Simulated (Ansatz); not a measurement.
SnSe:
```xyz
8
Lattice="11.6733 0.0000 0.0000 0.0000 4.1227 0.0000 0.0000 0.0000 4.6504" Properties=species:S:1:pos:R:3 pbc="T T T"
Sn     1.4113     1.0307     0.5713
Sn     4.4254     3.0920     2.8965
Sn    10.2620     3.0920     4.0791
Sn     7.2479     1.0307     1.7539
Se     9.9548     1.0307     2.2579
Se     7.5552     3.0920     4.5831
Se     1.7185     3.0920     2.3925
Se     4.1181     1.0307     0.0673
```

Relaxed with r²SCAN+D4.

### Question
Map the electron localisation function on the plane through (0.121, 0.250, 0.123) spanned by u = [1, 0, 0] and v = [0, 0, 1] in lattice vectors, from the program Ansatz at the r²SCAN+D4 level (PAW).

### Answer
x is the fraction of u, y of v (the angle between them is 90°; rows are the nearest grid lines); atoms in the plane: Sn at (0.00, 0.00), Sn at (0.50, 0.25), Se at (0.73, 0.36), Se at (0.23, 0.89).
```
|  .--#@@%#%@@@+..:::::..  .:::.  .++=.  |
|  .--#@@*-+%@@#: ..::..          :**=:  |
|  :-=%@%=.:#@@#:   ...           :**+-  |
|::--=%@%=.:#@@#:                 .*#+=::|
|==--=#@%*-=#@%#:                 .+#*+==|
|==--=#%%#*#%%%+.            .     -##*+=|
|+=-:-*%%%%%%%#=.          .:::.   .+##*+|
|+=:.:=#%%%%%#+:          .-===-.   :+**+|
|-:. .:+#%%%#*-.    .    .-+*#*+-.   :---|
|.    .-*##*+-.   .--..  :+#%%%#+-.   ...|
|      .-=+=-.   :+**=:..=#%%%%%#+:      |
|       .:::.   .=##*=-:-+#%%%%%%#=      |
|        ...    -##*+=--=*%%%*#%%%+.     |
|              .=#*+==--=#%%*-=%@%*:     |
|              .*#+=----=%@%=.:#@@#:     |
|...           :**+-..:-=%@%=.:#@@#:   ..|
|:...          :**=:  .--#@@*-=%@@#: ...:|
|:::.   .:::.  .++=.  .--#@@%*#@@@*. .:::|
|-::....-+++=: .=+=:  .--*%@@@@@@%=..----|
|---:.:-*#%%#+..-==-  :-:+#%@@@@@#:.-----|
|.:-::-*%%@@@#=.:===::-::-*%%@@@%=..===:.|
|  :-:=#%@@@@@*:.------:.:=*#%%#+:.-==-  |
|  .-:*%@@@@@@%=..---::...:-+**=:..=+=:  |
|  .--#@@%#%@@@+..:::::..  .:::.  .++=.  |
```
Scale: ten equal steps from 0.001 (start of ' ') to 0.852 (end of '@'), in the order ' .:-=+*#%@'; x runs from 0.000 to 1.00, y from 0.000 (bottom) to 1.00 (top).

The density is the valence pseudo-density with augmentation charge, so density and ELF within about 1 Å of a nucleus are not all-electron values.

Space group Pnma. Symmetry was held in the r²SCAN+D4 relaxation. Spin–orbit coupling is left out wherever it is not named.

Potentials: the later of the program's two PAW sets.
